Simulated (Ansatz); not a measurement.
Input deck for Ansatz 0.2.0, then the block of the output on the nuclei.

The cell is an entry of the Crystallography Open Database (COD), relaxed with PBE at fixed cell and then changed (z compressed by 2 %, ions relaxed).

```yaml
crystal:
  lattice:
    - [4.4219981227, 0.0, 0.0]
    - [-2.2109990613, 3.8295627097, 0.0]
    - [0.0, 0.0, 23.569]
  atoms:
    - { symbol: Bi, position: [0.0, 0.0, 0.1247650301] }
    - { symbol: Bi, position: [0.0, 0.0, 0.8752349699] }
    - { symbol: Bi, position: [0.3333333333, 0.6666666667, 0.2916185139] }
    - { symbol: Bi, position: [0.6666666667, 0.3333333333, 0.7083814861] }
    - { symbol: Bi, position: [0.6666666667, 0.3333333333, 0.4649501255] }
    - { symbol: Bi, position: [0.3333333333, 0.6666666667, 0.5350498745] }
    - { symbol: Te, position: [0.3333333333, 0.6666666667, 0.0535933258] }
    - { symbol: Te, position: [0.6666666667, 0.3333333333, 0.9464066742] }
    - { symbol: Te, position: [0.6666666667, 0.3333333333, 0.2087189294] }
    - { symbol: Te, position: [0.3333333333, 0.6666666667, 0.7912810706] }
    - { symbol: Te, position: [0.0, 0.0, 0.3636049667] }
    - { symbol: Te, position: [0.0, 0.0, 0.6363950333] }
kpoints:
  mp_grid: { grid: [11, 11, 2] }
scf:
  occupations: { method: fermi_dirac, width: 0.05 }
hamiltonian:
  xc: pbe
  pseudopotentials: { kind: paw }
output:
  forces: true
  stress: true
  populations: true
  efg: { quadrupole_moments_barn: { Bi: -0.516 }, contact_densities: true }
  write_density: true
  write_potential: true
  elf: true
  volumetric_format: npy
relax:
  f_tol: 0.02
  max_steps: 60
```

```sh
ansatz run input.yaml --threads 4 --pin off --max-ram 8192MiB --backend cpu --events-out ev --progress --plain --runs-dir out
```

The run relaxes the ions first, and the block belongs to the relaxed positions.

Of the output, the block on the nuclei alone is shown; the set-up, the SCF iterations, energies, forces and stress are cut. One atom of each set with nearly equal values is shown.

```
--- PAW observables at the nuclei: V_zz in 10²¹ V/m², potentials from the cell's mean, atoms counted from 1 ---
  atom   1  Bi V_zz =    +0.301713   η = 0.0000   by run symmetry: allowed   C_q = -3.7644 MHz
            electrostatic potential = -17829.587820 V   contact ρ = 17906595.577981 e/Å³
  atom   3  Bi V_zz =    +2.037345   η = 0.0000   by run symmetry: allowed   C_q = -25.4196 MHz
            electrostatic potential = -17829.610002 V   contact ρ = 17906594.233310 e/Å³
  atom   5  Bi V_zz =    +6.117284   η = 0.0000   by run symmetry: allowed   C_q = -76.3243 MHz
            electrostatic potential = -17830.537364 V   contact ρ = 17906357.007833 e/Å³
  atom   7  Te V_zz =    -1.305456   η = 0.0000   by run symmetry: allowed
            electrostatic potential = -8649.519505 V   contact ρ = 1468761.345627 e/Å³
  atom   9  Te V_zz =    +6.951567   η = 0.0000   by run symmetry: allowed
            electrostatic potential = -8649.688687 V   contact ρ = 1468744.111148 e/Å³
  atom  11  Te V_zz =    -0.179680   η = 0.0000   by run symmetry: allowed
            electrostatic potential = -8649.501662 V   contact ρ = 1468759.152674 e/Å³
```

The relaxation (3 steps) took 78 s of wall time (4.5 min of CPU time) and 2.1 GiB at its peak, on 4 threads of Intel Xeon Platinum 8259CL CPU @ 2.50GHz (Skylake/Cascade Lake) (x86_64; 16 cores open to the job, memory cap 8.0 GiB, no GPU), a shared host with a load of 0.6 a core.

Spin–orbit coupling is left out, which shifts gradients on Bi by a few per cent in wide-gap crystals, and can shift them far more where the calculated gap is small or absent, as here. With a gap of 0.18 eV under a smearing of 0.05 eV the band edges are partly filled, so small gradients can hang on the smearing and the k-mesh.
